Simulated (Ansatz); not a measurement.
Input file for Ansatz (a quantum-chemistry and plane-wave program):

Ansatz 0.2 input:
```yaml
crystal:
  lattice:
    - [0.0, 3.7846580894, 3.7846580894]
    - [3.7846580894, 0.0, 3.7846580894]
    - [3.7846580894, 3.7846580894, 0.0]
  atoms:
    - { symbol: Cs, position: [0.0, 0.0, 0.0] }
kpoints:
  mp_grid: { grid: [7, 7, 7] }
  band_path:
    path:
      - [[0.0, 0.0, 0.0], [0.5, 0.0, 0.5], [0.625, 0.25, 0.625]]  # Γ-X-U
      - [[0.375, 0.375, 0.75], [0.0, 0.0, 0.0], [0.5, 0.5, 0.5], [0.5, 0.25, 0.75], [0.5, 0.0, 0.5]]  # K-Γ-L-W-X
    npoints: 12
basis: { xc_grid: 2 }
hamiltonian:
  xc: pbesol
  pseudopotentials: { azcp: { folder: ./paw }, kind: paw_fr }
magnetization: { noncollinear: true, spin_orbit: true }
scf:
  n_extra_bands: 13
  convergence: { dr2_threshold: 0.0000000001 }
  occupations: { method: gaussian, width: 0.05 }
output: { eigenvalues: true }
```

Output (shortened):

```
Pseudopotentials: kind: paw_fr
Pseudopotential: Cs, paw, valence charge 9
Functional definition: PBEsol
non-collinear run that drives no moment, with spin-orbit …
Crystal: 1 atoms, lattice volume = 108.420 Å³
Basis set: ecut = 420 eV, 2085 PW (Γ), exchange–correlation on 72×72×72 points (8 copies of the dense FFT grid, shifted against one another)
Bands: 22, of which v1, the nominal top of the filled ones, is band 9 counted from 1 (8 counted from 0)
Symmetry: 48 space group operations + 48 with time reversal
k-points: 20 of 343
Projection manifold: j_resolved (fully-relativistic pseudo-atomic orbitals)
PAW frozen core: Cs, regenerated for the run's functional, and the local potential with it
Initial density: superposition of atomic densities (chi_scale 0.1, normalization cell)
Initial wavefunctions: pseudopotential atomic-orbital guess
Eigensolver: davidson
Functional: x = pbesol(κ = 0.804, μ = 0.12345679012345678), c = pbesol(β = 0.046)
SCF iter   1: F=—  HF=-5590.120827 eV  |F-HF|=—  |Δ(HF+E_count)|=         —  Δρ=6.66e-3  dr2=3.63e-2  dr2_m=0.00e0 (ungated)  ethr=3.10e-3  |M|=0.00e0 ∫|m|=0.00e0 μB  |m|>n=0.0e0 m-floor=0.0e0 τ_xc=0.0e0  β_m=0.30  ⟨swp⟩=6.9  Hψ=1292  notcnv=0  defer=2
all-band conjugate gradients solve this SCF's bands
preconditioner: auto → none
SCF iter   2: F=—  HF=-5590.110236 eV  |F-HF|=—  |Δ(HF+E_count)|=   1.06e-2  Δρ=4.56e-3  dr2=1.24e-2  dr2_m=0.00e0 (ungated)  ethr=4.03e-4  |M|=0.00e0 ∫|m|=0.00e0 μB  |m|>n=0.0e0 m-floor=0.0e0 τ_xc=0.0e0  β_m=0.50  ⟨swp⟩=1.8  Hψ=338  notcnv=0  defer=118
SCF iter   3: F=—  HF=-5590.106045 eV  |F-HF|=—  |Δ(HF+E_count)|=   4.19e-3  Δρ=1.18e-3  dr2=4.69e-4  dr2_m=0.00e0 (ungated)  ethr=1.38e-4  |M|=0.00e0 ∫|m|=0.00e0 μB  |m|>n=0.0e0 m-floor=0.0e0 τ_xc=0.0e0  β_m=0.75  ⟨swp⟩=2.5  Hψ=310  notcnv=0  defer=122
SCF iter   4: F=—  HF=-5590.106030 eV  |F-HF|=—  |Δ(HF+E_count)|=   1.53e-5  Δρ=2.87e-4  dr2=1.17e-4  dr2_m=0.00e0 (ungated)  ethr=5.21e-6  |M|=0.00e0 ∫|m|=0.00e0 μB  |m|>n=0.0e0 m-floor=0.0e0 τ_xc=0.0e0  β_m=0.64  ⟨swp⟩=2.0  Hψ=252  notcnv=0  defer=122
SCF iter   5: F=—  HF=-5590.105975 eV  |F-HF|=—  |Δ(HF+E_count)|=   5.51e-5  Δρ=6.27e-5  dr2=5.21e-6  dr2_m=0.00e0 (ungated)  ethr=1.30e-6  |M|=0.00e0 ∫|m|=0.00e0 μB  |m|>n=0.0e0 m-floor=0.0e0 τ_xc=0.0e0  β_m=0.79  ⟨swp⟩=2.4  Hψ=254  notcnv=0  defer=122
SCF iter   6: F=—  HF=-5590.105973 eV  |F-HF|=—  |Δ(HF+E_count)|=   1.73e-6  Δρ=5.27e-6  dr2=3.75e-8  dr2_m=0.00e0 (ungated)  ethr=5.79e-8  |M|=0.00e0 ∫|m|=0.00e0 μB  |m|>n=0.0e0 m-floor=0.0e0 τ_xc=0.0e0  β_m=0.81  ⟨swp⟩=2.4  Hψ=261  notcnv=0  defer=122
SCF iter   7: F=—  HF=-5590.105961 eV  |F-HF|=—  |Δ(HF+E_count)|=   1.19e-5  Δρ=4.97e-7  dr2=3.59e-10  dr2_m=0.00e0 (ungated)  ethr=4.17e-10  |M|=0.00e0 ∫|m|=0.00e0 μB  |m|>n=0.0e0 m-floor=0.0e0 τ_xc=0.0e0  β_m=0.91  ⟨swp⟩=2.2  Hψ=244  notcnv=0  defer=122
SCF iter   8: F=-5590.105961 eV  HF=-5590.105961 eV  |F-HF|=9.09e-13  |Δ(HF+E_count)|=  1.07e-10  Δρ=7.51e-8  dr2=6.82e-12  dr2_m=0.00e0 (ungated)  ethr=1.11e-12  |M|=0.00e0 ∫|m|=0.00e0 μB  |m|>n=0.0e0 m-floor=0.0e0 τ_xc=0.0e0  ⟨swp⟩=8.7  Hψ=974  notcnv=0
SCF 1 converged in 8 iterations: F = -5590.105961 eV  dr2 = 6.82e-12
NSCF: frozen V_eff on 74 k-points
SCF converged after 8 iterations
Magnetization: |M| = 0.0000 μB,  M = (+0.0000, +0.0000, +0.0000) μB
Absolute magnetization: 0.0000 μB (∫|m|)
  site 0: m = (+0.0000, +0.0000, +0.0000) μB, |m| = 0.0000 μB  (R = 2.21 Å)
Free energy (F): -5590.105961 eV
Harris-Foulkes:  -5590.105961 eV  (|F-HF|=9.09e-13)
Internal energy: -5590.105062 eV  (E = F + TS)
E sigma→0 (E₀):  -5590.105512 eV
Entropy (-TS):   -0.000899 eV (-0.899 meV/atom)
Fermi energy:    2.495569 eV
--- Per-component energies (eV) ---
  E_band       = -90.246382
  E_kinetic    = 143.301715
  E_local      = -378.492352  (includes V_loc(G=0)·N_el)
  E_nonlocal   = 23.171356
  E_hartree    = 132.881228
  E_xc         = -176.816816
  E_vxc        = -135.729160  (∫ρ·V_xc dr)
  E_paw        = -4981.049809  (= ΣΔE_a)
  E_vpaw       = -8.260342  (= ΣTr[D̂ρ^β])
  E_aug_tail   = -0.000004  (compensation charges beyond the density's cutoff)
  E_ewald      = -353.245349
  E_core_change = 0.144968  (= ΣΔE_core)
  E_smearing   = -0.000899  (= −TS)
  E_closure    = 0.000000  (closes the sum)
  Σ components = -5590.105961   (vs F -5590.105961, Δ=0.00e0)
  [band-id]    e_kinetic+e_local+e_nonlocal+2·e_hartree+e_vxc+e_vpaw+e_augmentation_tail = -90.246331   (vs E_band -90.246382, Δ=5.07e-5)
--- Band table (eV; the first three rows and the last of 20) ---
  k-point 0: bands = ["-21.3734", "-21.3734", "-9.2584", "-9.2584", "-7.5945", "-7.5945", "-7.5945", "-7.5945", "0.6695", "0.6695", "4.8893", "4.8893", "4.8893", "4.8893", "4.9342", "4.9342", "6.0632", "6.0632", "6.0632", "6.0632", "7.2308", "7.2308"]
  k-point 1: bands = ["-21.3719", "-21.3719", "-9.2686", "-9.2686", "-7.6212", "-7.6212", "-7.5994", "-7.5994", "0.8931", "0.8931", "4.5197", "4.5197", "4.9713", "4.9713", "5.0136", "5.0136", "5.8882", "5.8882", "5.9079", "5.9079", "7.6280", "7.6280"]
  k-point 2: bands = ["-21.3685", "-21.3685", "-9.2918", "-9.2918", "-7.6788", "-7.6788", "-7.6102", "-7.6102", "1.4901", "1.4901", "3.8984", "3.8984", "4.9249", "4.9249", "4.9783", "4.9783", "6.0452", "6.0452", "6.0884", "6.0884", "7.0556", "7.0556"]
  k-point 19: bands = ["-21.3629", "-21.3629", "-9.3271", "-9.3271", "-7.7218", "-7.7218", "-7.6774", "-7.6774", "3.1393", "3.1393", "3.4288", "3.4288", "3.7123", "3.7123", "4.8615", "4.8615", "6.3719", "6.3719", "6.7214", "6.7214", "7.5792", "7.5792"]
  band table: 22 of 22 bands, residual norms ≤ 1.0e-3 eV
```

Cost: roughly 30 core-seconds on shared cores.

Space group Fm-3m (fcc (Cu type)). The workflow started from a Materials Project entry (that database holds measured and hypothetical structures alike); the Crystallography Open Database files this formula in space group No. 225, but the cells were not matched. It is not the phase usual at ambient conditions (space group No. 229). The cell was relaxed with PBEsol under the symmetry of its start; whether a distortion lowers the energy is not shown.

Potentials: the earlier of the program's two PAW sets. The files were generated under PBE; for other functionals the program regenerates the frozen cores, and for LDA and PBEsol the local potential too.

Ansatz is a plane-wave DFT program.
